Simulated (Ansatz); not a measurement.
Consider the following.

SnSe2:
```yaml
crystal:
  lattice:
    - [3.82903, 0.00000, 0.00000]
    - [-1.91452, 3.31604, 0.00000]
    - [0.00000, 0.00000, 6.28500]
  atoms:
    - { symbol: Sn, position: [0.00000, 0.00000, 0.00000] }
    - { symbol: Se, position: [0.33333, 0.66667, 0.25038] }
    - { symbol: Se, position: [0.66667, 0.33333, 0.74962] }
```

This is the r²SCAN+D4-relaxed structure.

**Question.** All from DFT-r²SCAN+D4 in the program Ansatz with PAW potentials, unless another level is named. Give the formation energy from the elements (no fitted shifts).

**Answer.** -0.44 eV/atom.

**Question.** Predict the HSE06 gap on the r²SCAN+D4 cell.

**Answer.** 1.30 eV.

**Question.** And the band gap?

**Answer.** 0.96 eV (indirect).

**Question.** Predict the hole effective mass.

**Answer.** 0.18, 1.1, 3.1 mₑ (principal values).

**Question.** What about the weight of the valence-edge state by species (Voronoi cells)?

**Answer.** Se 92 %, Sn 8 %.

Space group P-3m1 (CdI2 type). Symmetry was held in the r²SCAN+D4 relaxation; of distortions, only those at the zone centre were tested. The references are the lowest solids computed at this level, not always the standard phases. Scalar-relativistic: spin–orbit coupling is off unless named, which matters more the heavier the elements.

Potentials: the later of the program's two PAW sets.
